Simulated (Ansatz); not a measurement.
Here is the system:

WO3:
```cif
data_O3W
_chemical_formula_sum 'W1 O3'
_space_group_name_H-M_alt 'Pm-3m'
_space_group_IT_number 221
_space_group_name_Hall '-P 4 2 3'
_cell_length_a 3.77653
_cell_length_b 3.77653
_cell_length_c 3.77653
_cell_angle_alpha 90.000
_cell_angle_beta 90.000
_cell_angle_gamma 90.000
loop_
_atom_site_label
_atom_site_type_symbol
_atom_site_symmetry_multiplicity
_atom_site_Wyckoff_symbol
_atom_site_fract_x
_atom_site_fract_y
_atom_site_fract_z
_atom_site_occupancy
W1 W 1 a 0.00000 0.00000 0.00000 1
O1 O 3 d 0.00000 0.00000 0.50000 1
```

This is the LDA-relaxed structure.

### Question
All from LDA (plane waves, PAW; program Ansatz), unless another level is named. Predict the electronic dielectric constant ε∞ (DFPT).

### Answer
9.18.

### Question
Give the Born charges (a third of the trace).

### Answer
W +13.22, O -4.41 e.

The workflow started from a Materials Project entry (that database holds measured and hypothetical structures alike); the Crystallography Open Database copy checked does not list it. COD files the formula under space group No. 2, 14, 62, 129, 130, 191. Its standing as an ambient phase is unchecked. The cell was relaxed with LDA under the symmetry of its start. At this level the phase is dynamically unstable (imaginary phonons). No spin polarisation was allowed. No Hubbard U is applied. Scalar-relativistic: spin–orbit coupling is off unless named, which matters more the heavier the elements.

Potentials: the earlier of the program's two PAW sets. The files were generated under PBE; for other functionals the program regenerates the frozen cores, and for LDA and PBEsol the local potential too.
